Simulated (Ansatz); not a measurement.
**What DFT gives for TiOs**

```
CELL_PARAMETERS angstrom
3.12511 0.00000 0.00000
0.00000 3.12511 0.00000
0.00000 0.00000 3.12511
ATOMIC_POSITIONS crystal
Os 0.00000 0.00000 0.00000
Ti 0.50000 0.50000 0.50000
```

Level: r2SCAN, no spin polarisation; 500 eV; 11×11×11 Γ-centred mesh; fermi-dirac occupations (width 0.1 eV); Ansatz 0.2.0, fixed geometry.

Question: What happens at the Fermi level?

Answer: It is a metal, with about 0.32 states/eV a cell as the mean within 0.25 eV of the Fermi level.

Question: Is it stable against the elements?

Answer: -0.79 eV an atom against the elements' usual phases (free molecules for gases, crystals otherwise, with no correction for O₂ or N₂), so it is bound against them; other compounds may still compete. Relaxing would lower it.

Question: How is the charge shared?

Answer: Bader charges in e: Ti +1.55, Os -1.55. In the mean Ti gives up most and Os takes most.

Question: What does the stress say?

Answer: The pressure is -10.3 GPa (compression positive), so with the atoms held at these fractions the cell would first shrink.

Question: What do density and ELF say about some of the short contacts?

Answer: Os–Ti at 2.71 Å: least valence density 0.32 e/Å³ and ELF 0.24 there. Os–Os at 3.13 Å: least valence density 0.29 e/Å³ and ELF 0.48 there. Ti–Ti at 3.13 Å: least valence density 0.18 e/Å³ and ELF 0.23 there. Both are smooth PAW fields, read partly inside the augmentation spheres.

Origin: a database entry at a rescaled volume. Caveats: atoms or cell far from equilibrium.
